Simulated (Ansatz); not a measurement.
BP:
```cif
data_BP
_chemical_formula_sum 'P1 B1'
_space_group_name_H-M_alt 'P 1'
_space_group_IT_number 1
_cell_length_a 3.20789
_cell_length_b 3.20789
_cell_length_c 3.20789
_cell_angle_alpha 60.000
_cell_angle_beta 60.000
_cell_angle_gamma 60.000
loop_
_space_group_symop_operation_xyz
  'x, y, z'
loop_
_atom_site_label
_atom_site_type_symbol
_atom_site_fract_x
_atom_site_fract_y
_atom_site_fract_z
_atom_site_occupancy
P1 P 0.75000 0.75000 0.75000 1
B1 B 0.00000 0.00000 0.00000 1
```

Relaxed with r²SCAN. Plane-wave PAW r²SCAN (Ansatz code) gives a gap of 1.41 eV.

### Question
What gap does HSE06 give on the same cell (Ansatz, PAW)?

### Answer
1.96 eV, 0.55 eV more. The hybrid was solved on a coarser mesh and at special points; its gap is the smallest among all of these.

```tsv
k	v1 r²SCAN	c1 r²SCAN	v1 HSE06	c1 HSE06
Γ	0.00	3.60	0.00	4.34
X	-4.36	1.50	…	…
L	-1.87	4.11	…	…
W	-5.74	5.74	…	…
K	-3.71	2.37	…	…
```

### Question
Top valence (v1) and lowest conduction level (c1) in eV from each method's valence maximum (which need not be a listed point): supply the withheld HSE06 values.

### Answer

- K, v1 HSE06: -3.85
- K, c1 HSE06: 2.93
- L, v1 HSE06: -1.93
- L, c1 HSE06: 4.74
- W, v1 HSE06: -5.98
- W, c1 HSE06: 6.32
- X, v1 HSE06: -4.53
- X, c1 HSE06: 2.06

Cost on shared cores: the r²SCAN run (SCF on a 10×10×10 mesh, then bands and DOS) about 19 core-seconds (a rough figure), the HSE06 run (SCF on 8×8×8, then a few points) very roughly 90 core-seconds; the tasks are unlike.

Space group F-43m (zinc blende). The cell was relaxed with r²SCAN under the symmetry of its start.

Potentials: the later of the program's two PAW sets.
